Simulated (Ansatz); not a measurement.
**Guessed and relaxed cells of Si5Sn**

The cell of Si5Sn is invented: random cell by space group and Wyckoff sites (P6/mmm, No. 191). The dimensions are guesses.

start.xyz

```xyz
6
Lattice="4.4747 0.0000 0.0000 -2.2374 3.8752 0.0000 0.0000 0.0000 6.3455" Properties=species:S:1:pos:R:3 pbc="T T T"
Si    2.2374    0.0000    3.1727
Si   -1.1187    1.9376    3.1727
Si    1.1187    1.9376    3.1727
Si    0.0000    0.0000    4.0110
Si    0.0000    0.0000    2.3345
Sn    0.0000    0.0000    0.0000
```

Computed with DFT PBE, scalar-relativistic, plane waves, PAW in Ansatz 0.2.0. Cutoff 420 eV, Gaussian smearing, Γ-centred meshes. Cell and atoms relax first on a coarse mesh and then on a finer one. In between, the cell is made exact in the group found at 0.06 Å. In metals the finer mesh still leaves noise of several meV/atom or more. The steps can't lower the symmetry of their start. No spin polarisation.

end.xyz

```xyz
6
Lattice="4.7879 0.0000 0.0000 -2.3939 4.1464 0.0000 0.0000 0.0000 8.0568" Properties=species:S:1:pos:R:3 pbc="T T T"
Si    2.3939    0.0000    4.0284
Si   -1.1970    2.0732    4.0284
Si    1.1970    2.0732    4.0284
Si    0.0000    0.0000    5.3196
Si    0.0000    0.0000    2.7373
Sn    0.0000    0.0000    0.0000
```

The symmetry stays P6/mmm (No. 191). The volume per atom grows by 45.4 %, from 18.3 to 26.7 Å³. The shortest distance goes from 1.68 Å (Si–Si) to 2.39 Å (Si–Si). The ratio c/a of the conventional cell changes by a factor of 1.19. The energy falls by about 1.4 eV/atom (the start's value is from the coarse mesh).

For Si5Sn, the volume per atom is 26.66 Å³ and the density is 2.69 g/cm³. The energy over the elements is +0.81 eV/atom. The gap on the 12×12×6 mesh of the 6-atom cell is 0 eV (a metal).

Formation energies are uncorrected and refer to the elements' standard structures at the same level. The references include grey tin. The separate elements lie lower, so it is unstable against them.

The last run used Gaussian smearing of 0.10 eV. Symmetry constrained the relaxation, so the result can be a saddle point. In all, the 3 runs took 110 s on 1 thread of AMD EPYC 7R43 64-Core Processor (Zen 3), on a shared host. Another cell of Si5Sn relaxed alike, in P6/mmm, lies 293 meV/atom lower, so this cell isn't the stable form at this level.
